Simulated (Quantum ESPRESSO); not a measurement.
## Ga3MgP3Se (convergence and cost over cutoff and k mesh)

Simulated, not a measurement. The program is pw.x of Quantum ESPRESSO 7.5 (plane-wave density functional theory). The cell is made up: 8 atoms on a zincblende/diamond lattice, with randomly drawn elements, strain and displacements, not relaxed. PseudoDojo standard norm-conserving files (v0.5 for PBE, v0.4.1 for LDA and PBEsol) set the functional; there is no spin polarisation, spin-orbit coupling or dispersion term, and the masses in the input are unused placeholders.

Input of the run in row 4:

```
&control calculation='scf', pseudo_dir='./dojo.nc.sr.pbe.v0_5.standard.upf', outdir='./o', disk_io='medium', tprnfor=.true., tstress=.true. /
&system ibrav=0, nat=8, ntyp=4, nbnd=46, ecutwfc=85.99341389, nosym=.true., tot_charge=0,
 occupations='smearing', smearing='fd', degauss=0.0018374661
/
&electrons conv_thr=7.350e-09, electron_maxstep=60, /
ATOMIC_SPECIES
Ga 1.0 Ga.upf
Mg 1.0 Mg.upf
P 1.0 P.upf
Se 1.0 Se.upf
CELL_PARAMETERS angstrom
5.4474 0.0682 -0.0416
0.0682 5.4376 -0.023
-0.0416 -0.023 5.4224
ATOMIC_POSITIONS angstrom
Ga 0.0903 -0.067 0.1024
Ga -0.036 2.6851 2.6152
Ga 2.7893 0.0436 2.8031
Mg 2.7305 2.6807 -0.0563
P 1.3741 1.5073 1.3556
P 1.5024 4.0968 3.9657
Se 3.944 1.3706 4.1267
P 4.0663 4.1533 1.2499
K_POINTS automatic
4 4 4 1 1 1
```

The same cell was run at these settings. Meshes are shifted by half a step, and differences are from the last row, which is itself not exact.

| cutoff (eV) | k mesh | k points solved | threshold (eV) | free energy less the last row's (eV) | pressure (GPa) | largest stress difference (GPa) | largest force difference (eV/Å) | iterations | wall time (s) | k-point pools | processor |
| --- | --- | --- | --- | --- | --- | --- | --- | --- | --- | --- | --- |
| 819 | 2 x 2 x 2 | 4 | 1e-04 | 4.052 | -24.55 | 36.05 | 0.065 | 7 | 40 | 1 | AMD EPYC, Zen 5 class |
| 1170 | 2 x 2 x 2 | 4 | 1e-07 | 0.408 | 11.81 | 0.46 | 0.060 | 10 | 78 | 1 | AMD EPYC, Zen 5 class |
| 624 | 4 x 4 x 4 | 32 | 1e-07 | 71.186 | -357.65 | 369.33 | 0.100 | 10 | 160 | 1 | AMD EPYC, Zen 5 class |
| 1170 | 4 x 4 x 4 | 32 | 1e-07 | 0.007 | 11.37 | 0.01 | 0.003 | 10 | 469 | 1 | AMD EPYC, Zen 5 class |
| 1467 | 6 x 6 x 6 | 108 | 1e-07 | 0.000 | 11.36 | 0.00 | 0.000 | 10 | 2311 | 1 | AMD EPYC, Zen 5 class |

Each pool is one process. Wall times include start-up and a band step at six k points, which weighs most on the coarsest meshes. The runs were on shared virtual cores whose load varied, so times are rough.